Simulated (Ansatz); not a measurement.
AlPt3 (Cu3Au type, space group No. 221) under volume change, DFT-LDA in the program Ansatz with PAW potentials, scaled uniformly.

| V (Å³/atom) | E − E(relaxed) (meV/atom) | P (GPa) |
|---|---|---|
| 12.975 | 116.8 | 32.07 |
| 13.403 | 48.7 | 19.39 |
| 13.831 | 11.4 | 8.82 |
| 14.258 | 0.0 | 0.00 |
| 14.686 | 10.1 | -7.36 |
| 15.114 | 38.2 | -13.48 |
| 15.542 | 81.2 | -18.56 |

Q: What does a third-order Birch–Murnaghan fit give for V₀, B₀ and B′?

A: V₀ = 14.26 Å³/atom, B₀ = 268 GPa, B′ = 5.1.

Space group Pm-3m (Cu3Au type). The workflow started from a Materials Project entry (that database holds measured and hypothetical structures alike); the Crystallography Open Database copy checked does not list it. Whether it is the stable phase at ambient conditions was not checked. Symmetry was held in the LDA relaxation; whether a distortion lowers the energy is not shown. The run is not spin-polarised. Scalar-relativistic: spin–orbit coupling is off unless named, which matters more the heavier the elements.

Potentials: the later of the program's two PAW sets.
